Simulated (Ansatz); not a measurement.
## Structure types of Cs at zero pressure

Structure types of Cs are relaxed in primitive cells with their symmetry kept at 0 GPa, first on PAW files, then by LAPW. The enthalpy is E + pV at zero temperature, without zero-point motion. Only the types listed were tried, and differences under about 5 meV/atom are mesh noise. The real phase may be another.

Level of theory: DFT with LDA, scalar-relativistic, in Ansatz 0.2.0; Fermi–Dirac smearing of 0.05 eV, no spin polarisation. LAPW: all electrons, basis error target 0.5 meV/atom; PAW: frozen-core files, cutoff 420 eV.

k meshes: fcc 10×10×10, bcc 10×10×10, hcp 9×9×5.

Spin–orbit coupling is left out, which matters for the heavy atoms. The PAW files were made under PBE.

Q: Which type is lowest in enthalpy, and by how much?

A: hcp, 5 meV/atom below fcc, which is within the noise of the k meshes. The whole table:

```json
{"start type": "fcc", "ends as": "fcc, Fm-3m", "a, b, c (Å)": "7.267, 7.267, 7.267", "V (Å³/atom)": "95.96", "H − H(lowest), LAPW (meV/atom)": "4.9", "same, PAW": "4.9"}
{"start type": "bcc", "ends as": "bcc, Im-3m", "a, b, c (Å)": "5.768, 5.768, 5.768", "V (Å³/atom)": "95.96", "H − H(lowest), LAPW (meV/atom)": "5.9", "same, PAW": "5.9"}
{"start type": "hcp", "ends as": "hcp, P6_3/mmc", "a, b, c (Å)": "5.153, 5.153, 8.347", "V (Å³/atom)": "95.96", "H − H(lowest), LAPW (meV/atom)": "0.0", "same, PAW": "0.0"}
```
